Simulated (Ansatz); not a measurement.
TiTeS:
Space group P3m1 (No. 156); a = b = 3.595 Å, c = 6.364 Å, α = β = 90.00°, γ = 120.00°

```tsv
atom	site	symmetry	x	y	z
Ti	1b	3m.	0.3333	0.6667	0.0342
Te	1a	3m.	0.0000	0.0000	0.7413
S	1c	3m.	0.6667	0.3333	0.2245
```

Relaxed at zero pressure with r²SCAN+D4 in the plane-wave PAW code Ansatz.

Problem. The volume is lowered by 9 % and shape and atoms relax at that volume. What pressure results, and how do the axes share the change?

Solution. 3.6 GPa; a -1.9 %, b -1.9 %, c -5.4 %; the energy rises by 21 meV/atom.

Problem. Give the new structure.

Solution. 
Space group P3m1 (No. 156); a = 3.525 Å, b = 3.525 Å, c = 6.022 Å, α = 90.00°, β = 90.00°, γ = 120.00°

```tsv
atom	site	symmetry	x	y	z
Ti	1b	3m.	0.3333	0.6667	0.0342
Te	1a	3m.	0.0000	0.0000	0.7251
S	1c	3m.	0.6667	0.3333	0.2408
```

The phase is kept; no other phase was compared at this pressure.

The first step of the workflow began from a Materials Project structure, measured or hypothetical; the Crystallography Open Database copy checked does not list it. Its standing as an ambient phase is unchecked. The cell was relaxed with r²SCAN+D4 under the symmetry of its start; its stability against distortions is not shown here. The run is not spin-polarised. Spin–orbit coupling is left out wherever it is not named.

Potentials: the later of the program's two PAW sets.
